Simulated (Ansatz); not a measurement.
PtS$_{2}$:
```
PtS2
1.0
    5.86217     0.00000     0.00000
    0.00000     5.86419     0.00000
    0.00000     0.00000     5.86900
Pt S
4 8
Direct
  0.99958   0.24394   0.21226
  0.00042   0.75606   0.71226
  0.50042   0.24394   0.71226
  0.49958   0.75606   0.21226
  0.36624   0.11438   0.34456
  0.63376   0.88562   0.84456
  0.13376   0.11438   0.84456
  0.86624   0.88562   0.34456
  0.84674   0.40015   0.55618
  0.15326   0.59985   0.05618
  0.65326   0.40015   0.05618
  0.34674   0.59985   0.55618
```

Relaxed with r²SCAN. Special points in fractions of this cell's reciprocal vectors: Γ (0.000, 0.000, 0.000); X (0.500, 0.000, 0.000); S (0.500, 0.500, 0.000); Y (0.000, 0.500, 0.000); Z (0.000, 0.000, 0.500); U (0.500, 0.000, 0.500); R (0.500, 0.500, 0.500); T (0.000, 0.500, 0.500).

Q: List the band energies nearest the Fermi level at these points for r²SCAN in the plane-wave PAW code Ansatz.

A: In eV from the Fermi level; about four levels below and three above (degenerate sets whole), none deeper than 8.9 eV; points with the same levels are listed once.

```tsv
k	below	above
Γ	-1.92 -0.81 -0.79 -0.67	0.09 0.13 0.19
X	-0.76 -0.76 -0.32 -0.32	0.56 0.56 1.09 1.09
S	-0.56 -0.56 -0.24 -0.24	0.92 0.92 1.11 1.11
Y	-0.90 -0.51 -0.37 -0.32	0.41 0.72 0.99
Z	-0.70 -0.70 -0.40 -0.40	0.61 0.61 1.08 1.08
U	-0.38 -0.38 -0.38 -0.38	1.00 1.00 1.00 1.00
R	-0.72 -0.72 -0.72 -0.72	0.52 0.52 0.52 0.52
T	-0.60 -0.60 -0.19 -0.19	1.01 1.01 1.01 1.01
```

Space group Pca2_1. The start of the workflow was typed in or built on a structure type; neither database checked (COD, Materials Project) lists it. COD files the formula under space group No. 164. Its standing as an ambient phase is unchecked. Symmetry was held in the r²SCAN relaxation; its stability against distortions is not shown here. No spin polarisation was allowed. Scalar-relativistic: spin–orbit coupling is off unless named, which matters more the heavier the elements.

Potentials: the earlier of the program's two PAW sets. The files were generated under PBE; for other functionals the program regenerates the frozen cores, and for LDA and PBEsol the local potential too.
